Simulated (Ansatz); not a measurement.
A geometry of CsPbCl$_{3}$ away from equilibrium: step 2 of the relaxation of a generated cell, CsPbCl3 built in the AFLOW prototype AB3C_hR10_148_c_f_c (as in TiFeO3). Level of theory: PBEsol (plane waves to 420 eV, PAW, scalar-relativistic; Ansatz, an electronic-structure program). Γ-centred k-mesh 4×4×4 on the run's cell (coarser than for final values), Fermi–Dirac smearing 0.05 eV.

```
CsPbCl3
1.0
    3.90183     2.25272     7.16267
   -3.90183     2.25272     7.16267
    0.00000    -4.50544     7.16267
Pb Cl Cs
2 6 2
Direct
  0.35437   0.35437   0.35437
  0.64563   0.64563   0.64563
  0.24789   0.55609   0.95128
  0.95128   0.24789   0.55609
  0.55609   0.95128   0.24789
  0.75211   0.44391   0.04872
  0.04872   0.75211   0.44391
  0.44391   0.04872   0.75211
  0.14790   0.14790   0.14790
  0.85210   0.85210   0.85210
```

### Question
Give the Cartesian forces on all atoms (eV/Å).

### Answer
```
atom     Fx     Fy     Fz
----  -----  -----  -----
Pb1    0.00   0.00  -0.27
Pb2    0.00   0.00   0.27
Cl3    0.92   0.34   1.08
Cl4   -0.76   0.63   1.08
Cl5   -0.17  -0.97   1.08
Cl6   -0.92  -0.34  -1.08
Cl7    0.76  -0.63  -1.08
Cl8    0.17   0.97  -1.08
Cs9    0.00   0.00   0.19
Cs10   0.00   0.00  -0.19
```

### Question
What is the pressure?

### Answer
-0.7 GPa, compression positive.

No spin polarisation in the result.

The run could not lose the symmetry of its start, so the end can be a saddle point.

The end of the path is a generated cell of CsPbCl3: the first start was made by placing the elements on the sites of a structure type, and the end was not matched to a known phase here, so it may be hypothetical. Known forms of CsPbCl3 include space group No. 221.
